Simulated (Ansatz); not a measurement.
C in space group P6_3/mmc (No. 194; C on 6h), PBE (plane waves, PAW; program Ansatz). The conduction-band minimum lies at Γ, with 1 equivalent valley. Second derivatives d²E/dk² of the lowest band at one valley (eV·Å²), along Cartesian directions:

```
direction  d²E/dk²
---------  -------
[100]        53.30
[010]        53.30
[001]        6.203
[110]        53.30
[101]        29.78
[011]        29.78
```

Find the principal effective masses, the density-of-states mass and the conductivity mass.

Off-diagonal terms follow from H_xy = H[110] − (H_xx + H_yy)/2, and m*/mₑ = 7.620 eV·Å² over each eigenvalue: 0.14, 0.14, 1.2. One valley's DOS mass (m₁m₂m₃)^(1/3) = 0.29, conductivity mass 3/(Σ 1/mᵢ) = 0.20 mₑ.

What effective density of states Nc follows at 300 K for parabolic valleys?

Nc = 2.509e19 × 1 × (0.29)^(3/2) ≈ 3.9e18 cm⁻³.

The start of the workflow was typed in or built on a structure type. Its sites differ from those of the usual phase in this space group: another stacking or structure type. Symmetry was held in the PBE relaxation; its stability against distortions is not shown here.

Potentials: the later of the program's two PAW sets.

Edges and masses are those of Kohn–Sham bands, whose gap is no quasiparticle gap.
